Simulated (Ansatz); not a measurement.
Trial structure of Al3Ga2As5, not yet relaxed:

```cif
data_structure
_symmetry_space_group_name_H-M 'Imm2'
_symmetry_Int_Tables_number 44
_cell_length_a 3.8598
_cell_length_b 19.2991
_cell_length_c 5.4586
_cell_angle_alpha 90.000
_cell_angle_beta 90.000
_cell_angle_gamma 90.000
_cell_volume 406.62
loop_
_atom_site_label
_atom_site_type_symbol
_atom_site_symmetry_multiplicity
_atom_site_Wyckoff_symbol
_atom_site_fract_x
_atom_site_fract_y
_atom_site_fract_z
_atom_site_occupancy
Al1 Al 2 a 0.00000 0.00000 0.00000 1
Al2 Al 4 d 0.50000 0.30000 0.50000 1
Ga1 Ga 4 d 0.50000 0.10000 0.50000 1
As1 As 4 d 0.00000 0.10000 0.25000 1
As2 As 2 b 0.50000 0.00000 0.75000 1
As3 As 4 d 0.00000 0.30000 0.25000 1
```

The calculation used DFT PBE, scalar-relativistic, plane waves, PAW in Ansatz. Plane waves to 420 eV, a k mesh through Γ of 6×6×6 on the computed 10-atom cell and Gaussian smearing (0.10 eV); no spin polarisation.

Energies over the elements count from the elements' standard structures at the same level, with no fitted energy shifts.

Problem. Estimate its pressure, forces and energy as it stands.

Solution. The pressure is 13.3 GPa (the mean over three directions, positive in compression), the largest force is 0.10 eV/Å, and the energy is −0.31 eV/atom against the elements. The shortest distance is 2.36 Å.

Problem. How much does it gain on relaxing, and where does it end?

Solution. Relaxing gains about 0.12 eV/atom in 8 ionic steps and ends at −0.430 eV/atom on the finer mesh. The symmetry stays Imm2 (No. 44). The volume per atom grows by 16.0 %, from 20.3 to 23.6 Å³. The shortest distance goes from 2.36 Å (Al–As and Ga–As) to 2.48 Å (Al–As). Conventional cell: a = 4.056 Å, b = 20.283 Å, c = 5.734 Å. Al on a site of symmetry mm2 is surrounded by 4 As at 2.48 Å; around Ga lie 4 As at 2.49 Å; around As on a site of symmetry m lie 2 Al at 2.48 Å and 2 Ga at 2.49 Å; 3 more sites not described.

The last run used an 8×8×8 mesh for its 10-atom cell and Gaussian smearing of 0.02 eV. The reference form of As is held partly by dispersion forces, which this level lacks. The relaxation can't lower the symmetry of the start. A structure relaxed within its symmetry needn't be a true minimum.
